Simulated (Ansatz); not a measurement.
### Question
Name crystals whose computed values (PBE in the plane-wave PAW code Ansatz) fall in these windows: electron conductivity mass (mₑ) 0.46 to 0.62; gap (eV) 3.3 to 4.4; B₀ by P(V) fit (GPa) 85 to 120.

### Answer


```tsv
crystal	electron conductivity mass (mₑ)	gap (eV)	B₀ by P(V) fit (GPa)
CaO, rock salt	0.57	3.66	105
```
Others may fit too.

The cell was relaxed under the symmetry of its start.

Potentials: the earlier of the program's two PAW sets.
